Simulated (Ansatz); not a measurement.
AlRu:
```
CELL_PARAMETERS angstrom
      0.00000     2.46892     2.46892
      2.46892     0.00000     2.46892
      2.46892     2.46892     0.00000
ATOMIC_POSITIONS crystal
  Ru 0.00000 0.00000 0.00000
  Al 0.50000 0.50000 0.50000
```

Relaxed with r²SCAN. Special points in fractions of this cell's reciprocal vectors: Γ (0.000, 0.000, 0.000); X (0.500, 0.000, 0.500); U (0.625, 0.250, 0.625); K (0.375, 0.375, 0.750); L (0.500, 0.500, 0.500); W (0.500, 0.250, 0.750).

List the band energies nearest the Fermi level at these points for r²SCAN (plane waves, PAW; program Ansatz).

In eV from the Fermi level; about four levels below and three above (degenerate sets whole), none deeper than 8.9 eV; … stands for higher levels left out; points with the same levels are listed once.

| k | below | above |
|---|---|---|
| Γ | -2.18 -2.18 -2.18 -1.89 -1.89 | … |
| X | -6.25 -3.76 -2.68 -1.09 | 0.12 0.12 2.42 |
| U | -3.93 -3.13 -2.04 -0.19 | 0.49 1.42 2.77 |
| L | -3.08 -3.08 -0.34 -0.34 | 1.46 7.95 … |
| W | -5.47 -3.43 -3.43 -2.62 | 0.12 1.44 1.70 1.70 |

Space group Fm-3m (rock salt). The start of the workflow was typed in or built on a structure type; neither database checked (COD, Materials Project) lists it. COD files the formula under space group No. 221, so this cell is another polymorph or a model. Its standing as an ambient phase is unchecked. The cell was relaxed with r²SCAN under the symmetry of its start. At this level the phase is mechanically unstable. The run is not spin-polarised. Its formation energy is positive at this level, so the cell may be metastable or incomplete. Spin–orbit coupling is left out wherever it is not named.

Potentials: the later of the program's two PAW sets.
